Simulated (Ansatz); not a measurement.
Sb2Au:
```cif
data_Au4Sb8
_chemical_formula_sum 'Sb8 Au4'
_space_group_name_H-M_alt 'Pa-3'
_space_group_IT_number 205
_space_group_name_Hall '-P 2ac 2ab 3'
_cell_length_a 6.73485
_cell_length_b 6.73485
_cell_length_c 6.73485
_cell_angle_alpha 90.000
_cell_angle_beta 90.000
_cell_angle_gamma 90.000
loop_
_atom_site_label
_atom_site_type_symbol
_atom_site_symmetry_multiplicity
_atom_site_Wyckoff_symbol
_atom_site_fract_x
_atom_site_fract_y
_atom_site_fract_z
_atom_site_occupancy
Sb1 Sb 8 c 0.37650 0.37650 0.37650 1
Au1 Au 4 a 0.00000 0.00000 0.00000 1
```

Relaxed with r²SCAN.

Problem. Tabulate the valence density and the electron localisation function along the shortest Sb–Au contact (2.80 Å), r²SCAN in the plane-wave PAW code Ansatz.

Solution. 

| distance from Sb (Å) | density (e/Å³) | ELF |
|---|---|---|
| 0.28 | 14.54 | 0.00 |
| 0.42 | 8.28 | 0.02 |
| 0.56 | 3.99 | 0.09 |
| 0.70 | 1.83 | 0.22 |
| 0.84 | 0.96 | 0.32 |
| 0.98 | 0.62 | 0.38 |
| 1.12 | 0.47 | 0.46 |
| 1.26 | 0.40 | 0.51 |
| 1.40 | 0.38 | 0.45 |
| 1.54 | 0.42 | 0.35 |
| 1.68 | 0.57 | 0.30 |
| 1.82 | 0.89 | 0.33 |
| 1.96 | 1.87 | 0.40 |
| 2.10 | 3.74 | 0.48 |
| 2.24 | 6.15 | 0.55 |
| 2.38 | 8.96 | 0.61 |
| 2.52 | 11.81 | 0.68 |

The density is the valence pseudo-density with augmentation charge, so density and ELF within about 1 Å of a nucleus are not all-electron values.

The workflow started from a Materials Project entry (that database holds measured and hypothetical structures alike); the Crystallography Open Database files this formula in space group No. 205, but the cells were not matched. Whether it is the stable phase at ambient conditions was not checked. The r²SCAN relaxation kept the symmetry of its start; its stability against distortions is not shown here. Spin–orbit coupling is left out wherever it is not named.

Potentials: the later of the program's two PAW sets.
